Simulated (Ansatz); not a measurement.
**Ansatz 0.2.0, settings compared: TlBSe2**

Input:

```yaml
crystal:
  lattice:
    - [0.0, 0.0, 6.197645]
    - [3.88886, -3.88886, 3.098822]
    - [3.88886, 3.88886, -3.098822]
  atoms:
    - { symbol: Tl, position: [0.25, 0.0, 0.0] }
    - { symbol: Tl, position: [0.75, 0.0, 0.0] }
    - { symbol: B, position: [0.75, 0.5, 0.5] }
    - { symbol: B, position: [0.25, 0.5, 0.5] }
    - { symbol: Se, position: [0.657, 0.5, 0.814] }
    - { symbol: Se, position: [0.157, 0.186, 0.5] }
    - { symbol: Se, position: [0.343, 0.5, 0.186] }
    - { symbol: Se, position: [0.843, 0.814, 0.5] }
  symmetry: { tolerance: 0.0003 }
kpoints:
  mp_grid: { grid: [4, 4, 4], shift: [0, 0, 0] }
magnetization:
  spin_polarized: false
scf:
  occupations: { method: fermi_dirac, width: 0.1462 }
hamiltonian:
  pseudopotentials: { kind: paw }
  xc: r2scan
basis:
  ecutwfc: 500
output:
  forces: true
  stress: true
  eigenvalues: true
```

The command:

```bash
ansatz run input.yaml --threads 1 --pin off --max-ram 2560MiB --backend cpu --events-out ev --progress --plain --runs-dir out
```

Origin of the cell: a known structure type with other elements, at an estimated volume, so it need not be a known compound.

Output of this run (shortened):

```
band count auto-derived: 59 (N_el = 96.0; filled up to band 48; 58 by the electrons, moments and atoms)
Pseudopotentials: kind: paw
Pseudopotential: Tl, paw, valence charge 13, recommended cutoff 500 eV (meta_gga), Tl.paw.azcp
Pseudopotential: B, paw, valence charge 3, recommended cutoff 500 eV (meta_gga), B.paw.azcp
Pseudopotential: Se, paw, valence charge 16, recommended cutoff 500 eV (meta_gga), Se.paw.azcp
Functional definition: r2SCAN
  exchange = r2scan_x(k0 = k0, k1 = k1, a1 = a1)
  correlation = r2scan_c
Crystal: 8 atoms, lattice volume = 187.457 Å³
Basis set: ecut = 500 eV, 4783 PW (Γ), exchange–correlation on 192×192×192 points (64 copies of the dense FFT grid, shifted against one another)
Bands: 59, of which v1, the nominal top of the filled ones, is band 48 counted from 1 (47 counted from 0)
[… 12 lines left out …]
Initial density: superposition of atomic densities (neutral atoms: chi_scale 0, normalization atom), corrected by the library's trained network
Functional: x = r2scan, c = r2scan; τ floored in thin density (d = 2e-4 eV/Å³)
SCF iter   1: F=—  HF=-45142.921326 eV  Δρ=8.26e-3  dr2=1.87e-1  dr2_τ=5.06e-2
SCF iter   2: F=—  HF=-45142.915357 eV  Δρ=2.89e-3  dr2=1.56e-2  dr2_τ=1.76e-3  defer=3
SCF iter   3: F=—  HF=-45142.914630 eV  Δρ=1.06e-3  dr2=2.42e-3  dr2_τ=5.38e-5  defer=3
SCF iter   4: F=—  HF=-45142.915115 eV  Δρ=2.96e-4  dr2=1.53e-4  dr2_τ=1.25e-5  defer=3
SCF iter   5: F=—  HF=-45142.915149 eV  Δρ=8.33e-5  dr2=1.32e-5  dr2_τ=4.39e-7  defer=3
SCF iter   6: F=—  HF=-45142.915162 eV  Δρ=1.70e-5  dr2=6.79e-7  dr2_τ=2.38e-8  defer=3
SCF iter   7: F=-45142.915162 eV  HF=-45142.915162 eV  Δρ=4.53e-6  dr2=4.48e-8  dr2_τ=2.51e-9
SCF 1 converged in 7 iterations: F = -45142.915162 eV  dr2 = 4.48e-8
SCF converged after 7 iterations
Free energy (F): -45142.915162 eV
Harris-Foulkes:  -45142.915162 eV  (|F-HF|=1.25e-8)
Internal energy: -45142.898897 eV  (E = F + TS)
E sigma→0 (E₀):  -45142.907029 eV
Entropy (-TS):   -0.016265 eV (-2.033 meV/atom)
Fermi energy:    7.830722 eV
--- Per-component energies (eV) ---
  E_band       = -1647.787532
  E_kinetic    = 1211.798597
  E_local      = -11823.625830  (includes V_loc(G=0)·N_el)
  E_nonlocal   = -1719.837975
  E_hartree    = 5588.877284
  E_xc         = -885.795065
  E_vxc        = -807.587995  (∫ρ·V_xc dr)
  E_paw        = -28241.086585  (= ΣΔE_a)
  E_vpaw       = 265.538068  (= ΣTr[D̂ρ^β])
  E_aug_tail   = -0.000819  (compensation charges beyond the density's cutoff)
  E_vtau       = 48.172834  (kinetic-family band-sum trace: ∫τ·v_τ [+ j·A + Jᵃ·Aᵃ] dr)
  E_ewald      = -9268.212060
  E_core_change = -5.016443  (= ΣΔE_core)
  E_smearing   = -0.016265  (= −TS)
  Σ components = -45142.915162   (vs F -45142.915162, Δ=0.00e0)
--- Forces (eV/Å), atoms counted from 1 ---
  atom   1  Tl     0.000000     0.000000     0.000000
[… 2 lines left out …]
  atom   4  B     -0.000000    -0.000000    -0.000000
  atom   5  Se    -1.865685    -1.865685    -0.000000
  atom   6  Se     1.865685    -1.865685    -0.000000
  atom   7  Se     1.865685     1.865685     0.000000
  atom   8  Se    -1.865685     1.865685     0.000000
  max |Σ_I F_I| component: 8.88e-16 eV/Å
--- Stress (GPa, compression-positive) ---
       -5.047717      -0.000000       0.000000
       -0.000000      -5.047717       0.000000
       -0.000000       0.000000     -10.738625
  P = ⅓ Tr σ = -6.9447 GPa (-69.447 kbar)
```

The same input was run again with these changes:

1. `basis.ecutrho_ratio` default → 9
2. `basis.ecutrho_ratio` default → 4; `basis.ecutwfc` 500 → "40.4 Ry"
3. `basis.xc_grid` default → 2; `scf.convergence.dr2_threshold` default → 1.0e-08
4. `total_charge` default → 6; `scf.max_iter` default → 60

```
 run        end  SCF iterations  P (GPa)  max force component (eV/Å)  gap on mesh (eV)  moment (μB)  ΔE(σ→0) (meV/atom)
base  converged               7    -6.94                       1.866                 –            –                   0
   1  converged               7    -6.94                       1.866                 –            –                0.00
   2  converged               7    -6.94                       1.866                 –            –               -0.07
   3  converged               8    -6.94                       1.866                 –            –                0.01
   4  converged              11        –                       1.779              none            –                   –
```

Energies are compared only where functional, datasets, charge and starting cell are the same.

Not properties of the system: run 4 (a charge that the system can't hold).

Caveats of the base run: no spin-orbit coupling, though heavy elements are present; the k mesh is coarse if the cell is a metal.

Run 4: charged cell with a uniform background, whose pressure depends on convention.

The base run ran for 17 s on 1 thread of Arm Neoverse V2, with other jobs on the host, peak memory 0.96 GiB, from the program's own first density.
